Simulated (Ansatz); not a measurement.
Computed with Ansatz (plane waves, PAW, 420 eV cutoff): PBEsol, scalar-relativistic, no spin polarisation, Γ-centred 12×12×12 mesh, 0.05 eV Gaussian smearing; PAW files: Ansatz's generated set soft_2.

A crystal of composition XP, relaxed at this level of theory, gives this pattern between 10° and 80°.

Cu Kα1 powder pattern (kinematic, no thermal factors).
2θ (°) (relative intensity): 29.15 (100), 33.78 (36), 48.52 (49), 57.61 (46), 60.43 (9), 71.05 (8), 78.57 (19)

**Question.** Which lattice and cell does the pattern come from?

**Answer.** Cubic, space group F-43m (No. 216), a = 5.303 Å, b = 5.303 Å, c = 5.303 Å, α = 90.00°, β = 90.00°, γ = 90.00°. The line positions fix the lattice at most, not the space group, and lines under 1 % of the strongest aren't listed; this is the group of the computed cell.

A compound XP has these computed properties.

- Band gap: zero (metallic)
- Density of states at the Fermi level: 0.66 states/(eV·atom)
- Formation energy from the elements (0 K, uncorrected): -0.32 eV/atom
- Bulk modulus (Birch–Murnaghan): 152 GPa
- Pressure derivative B0′: 4.8

Sites: X on 4a, P on 4d.

**Question.** Which element is X?
A. Ir
B. Pt
C. Au
D. Os

**Answer.** B. X is Pt, so the compound is PtP.

This is a trial structure made by placing the elements on a prototype's sites, so it needn't be the stable form.

Spin–orbit coupling, which matters for such heavy elements, is left out. The cell is a metal with an odd number of electrons, and spin polarisation wasn't tried.
